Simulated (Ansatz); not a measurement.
**NaF (Fm-3m): elasticity against pressure**

```xyz
2
Lattice="0.0000 2.3151 2.3151 2.3151 0.0000 2.3151 2.3151 2.3151 0.0000" Properties=species:S:1:pos:R:3 pbc="T T T"
Na    0.0000    0.0000    0.0000
F     2.3151    2.3151    2.3151
```

This is the zero-pressure cell. At each pressure cell and atoms are relaxed in this structure, and the constants are slopes of the stress at strains of ±0.005 with relaxed ions (the coefficients that govern stability under load). Level: PBEsol, PAW on Ansatz 0.2.0's default frozen-core files (fitted under PBE), scalar-relativistic; k mesh 8×8×8, strains of ±0.005, fixed occupations, cutoff 420 eV. P is the pressure of the relaxed cell, less that of this one.

```csv
P (GPa),V/V₀,C11 (GPa),C12 (GPa),C44 (GPa)
0.00,1.0000,101.0,22.1,27.3
1.03,0.9799,111.8,23.5,27.2
2.03,?,?,?,?
4.01,0.9319,142.9,28.0,27.2
7.01,0.8941,172.9,32.0,26.9
10.02,0.8631,202.1,36.1,26.5
15.03,0.8214,249.7,42.7,25.6
```

Q: Does the bulk modulus from the constants agree with the pressure-volume curve?

A: A third-order Birch-Murnaghan fit to the volumes shown (F against f, f = [(V₀/V)^(2/3) − 1]/2) gives B₀ = 48.4 GPa and B′ = 4.6. Its −V dP/dV stands beside (C11 + 2C12)/3:

```csv
P (GPa),from P(V),from the constants
0.00,48.4,48.4
1.03,53.0,52.9
4.01,66.2,66.3
7.01,79.0,79.0
10.02,91.4,91.5
15.03,111.6,111.7
```

Q: What are the pressure derivatives at zero pressure?

A: Slopes at V₀ of quadratic fits in −ln(V/V₀) through the first four rows shown, divided by B₀: dC11/dP = 10.6, dC12/dP = 1.5, dC44/dP = 0.0. The mean slopes up to 4.0 GPa are 10.4, 1.4, 0.0; curvature and scatter of the constants part the two. The combination (dC11/dP + 2 dC12/dP)/3 = 4.5 stands against B′.

Q: Fill the row at 2.03 GPa.

A: Cubic fits in −ln(V/V₀) through all rows shown give C11 = 122.4, C12 = 25.1, C44 = 27.3 GPa. Computed: V/V₀ = 0.9624, C11 (GPa) = 122.4, C12 (GPa) = 25.1, C44 (GPa) = 27.3.

Q: Does a shear stiffness soften?

A: C44 goes from 27.3 to 25.6 GPa; (C11 − C12)/2 goes from 39.5 to 103.5 GPa. C44 softens under pressure, though the lattice stays mechanically stable over this range.

Limits of these numbers: no other phase was computed; many crystals of this kind change structure within this range, and rows or crossings beyond such a change describe a metastable lattice; frozen-core PAW files fitted under PBE, their cores solved anew for the functional of the run; phonons weren't checked at these pressures.
